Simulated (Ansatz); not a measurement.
Structures of Y$_{3}$C$_{2}$: which is lowest?

Plane-wave DFT in Ansatz with scalar-relativistic PAW potentials, cutoff 420 eV, Γ-centred meshes chosen by cell and gap, Gaussian smearing with energies taken to zero width. Every cell was relaxed (cell and atoms) in a run of its own, within the symmetry of its start. Functional: PBE.

Relaxed structures (starts from databases or built by putting these elements on another compound's sites):
A. P-62m, 5 atoms in the computed cell, a = 6.312 Å, c = 3.249 Å; sites (symmetry × multiplicity) Y m2m × 3, C -6.. × 2; start: built
B. P-3m1, 5 atoms in the computed cell, a = 3.630 Å, c = 9.253 Å; sites (symmetry × multiplicity) Y -3m. × 1 + 3m. × 2, C 3m. × 2; start: built

Rank them by energy. Could pressure change the order?

```csv
structure,group,E − E(lowest) (meV/atom),V (Å³/atom),gap on mesh (eV)
B,P-3m1,0.0,21.12,0.00
A,P-62m,386,22.42,0.00
```

B is lowest, 386 meV/atom under A. The lowest is also the densest of these, so pressure wouldn't bring one of the others in at first order. Other structures may lie lower than all of these, and vibrations aren't counted.